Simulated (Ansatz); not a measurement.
AlP in space group P6_222 (No. 180; Al on 3d, P on 3c), PBE in the plane-wave PAW code Ansatz, all energies at zero smearing, with the estimated change up to a 700 eV cutoff added, with one set of potentials and settings (totals compare only within such a set). Cell of 6 atoms (3 Al, 3 P): -3882.078 eV.

| element | reference phase | E (eV/atom) |
|---|---|---|
| Al | Fm-3m, 1 atoms in the cell | -537.5055 |
| P | Cmce, 4 atoms in the cell | -755.6733 |

Formation energy per atom, worked out: (-3882.078 − 3×(-537.5055) − 3×(-755.6733))/6 = -0.424 eV/atom (-41 kJ per mol of atoms), at 0 K, without zero-point energy or fitted corrections.

The start of the workflow was typed in or built on a structure type; neither database checked (COD, Materials Project) lists it. It is not the phase usual at ambient conditions (space group No. 216). The cell was relaxed with PBE under the symmetry of its start; whether a distortion lowers the energy is not shown. The references are the lowest solids computed at this level, not always the standard phases.

Potentials: the earlier of the program's two PAW sets.
